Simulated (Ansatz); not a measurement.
HfB (Fm-3m), two-dimensional strain map

Level of theory: DFT PBE, scalar-relativistic, plane waves, PAW (Ansatz). Settings: plane waves to 420 eV, k-mesh 18×18×18 (Γ-centred), Gaussian smearing 0.15 eV. Spin–orbit coupling is left out, which can shift energies with elements as heavy as these. No spin polarisation. Energies are free energies at this smearing, counted from the undisturbed cell; pressure is positive in compression.

The undisturbed cell (as given, not relaxed at this level; it stands at 29.8 GPa, and it needn't be the usual structure):

```yaml
crystal:
  lattice:
    - [0.00000, 2.31000, 2.31000]
    - [2.31000, 0.00000, 2.31000]
    - [2.31000, 2.31000, 0.00000]
  atoms:
    - { symbol: Hf, position: [0.50000, 0.50000, 0.50000] }
    - { symbol: B, position: [0.00000, 0.00000, 0.00000] }
```

The cell is strained by p along both x and y and by q along z, fractional coordinates fixed. Points are written (p, q). At 30 GPa the given cell is far from its own equilibrium, so these figures belong to a strongly strained crystal.

Energy above the undisturbed cell in meV/atom (a dash: not computed):

```csv
p \ q,-0.030,-0.015,0.000,0.015,0.030
-0.030,292.5,234.9,189.6,155.3,?
-0.015,178.7,123.9,81.3,49.6,27.6
0.000,92.0,40.0,0.0,?,?
0.015,29.4,-19.8,-57.2,-84.0,-101.4
0.030,-11.8,-58.3,?,-117.6,-132.6
```

Question: Fill in the withheld energies.

Answer: (-0.030, 0.030): 131.0; (0.000, 0.015): -29.2; (0.000, 0.030): -48.9; (0.030, 0.000): -93.2.